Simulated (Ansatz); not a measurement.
One crystal and one scan (generalised stacking-fault energy along a line) at two levels, r2SCAN (plane waves to 500 eV, PAW, scalar-relativistic; Ansatz, a first-principles code) and PBE (plane waves to 420 eV, PAW, scalar-relativistic; Ansatz), each from its own relaxed cell and on its own mesh. The cell shown is that of r2SCAN.

TiC (rock salt) is sheared across one {100} plane: the third cell vector gains the shift, so faults repeat every 6.5 Å. The cut lies between planes 2.16 Å apart; the cell height is held.

```
CELL_PARAMETERS angstrom
      3.06022     0.00000     0.00000
      0.00000     3.06022     0.00000
      1.53011     1.53011     6.49171
ATOMIC_POSITIONS crystal
  C  0.00000 0.00000 0.83333
  C  0.33333 0.33333 0.16667
  C  0.66667 0.66667 0.50000
  Ti 0.50000 0.50000 0.83333
  Ti 0.83333 0.83333 0.16667
  Ti 0.16667 0.16667 0.50000
```

In-plane vectors a = (3.060, 0.000) Å, b = (0.000, 3.060) Å, area 9.36 Å². The shift is s times the vector a (length 3.060 Å), so s = 1 restores the start. The shift is rigid: no atom relaxes. γ = [E(shift) − E(0)] / area.

E is the zero-smearing estimate. TiC is run without spin polarisation. TiC was relaxed with its symmetry unable to fall. Faults lie only 6.5 Å apart, and holding the cell height and the atoms raises γ above its relaxed value. With partly filled bands, the k mesh leaves noise in γ, roughly 0.02 J/m² as judged from a few cases. Percentages come from the unrounded values. Both scans cover s from 0.000 to 0.917.

Results of r2SCAN:

| Item | Result |
|---|---|
| Lattice constant a (Å) | 4.328 |
| Highest computed γ on the line (J/m²) | 3.78 |
| Steepest slope dγ/d(shift) before the first maximum (spline) (GPa) | 40 |
| Position of the highest point | s = 0.500 |
| Local minima between the ends | no computed point is one |

Question: What does PBE give for the same quantities?

Answer: 
| quantity | PBE | r2SCAN − PBE |
|---|---|---|
| Lattice constant a (Å) | 4.333 | -0.005 (-0.1 %) |
| Highest computed γ on the line (J/m²) | 3.49 | +0.29 (+8.4 %) |
| Steepest slope dγ/d(shift) before the first maximum (spline) (GPa) | 37 | +3 (+9 %) |

r2SCAN gives the higher value for: highest computed γ on the line; steepest slope dγ/d(shift) before the first maximum. They agree on: lattice constant a (within 0.2 %). Both give the same position of the highest point: s = 0.500.

(The slope of γ gives the shear force per area between the displaced halves; near zero shift its curvature is an elastic stiffness.)
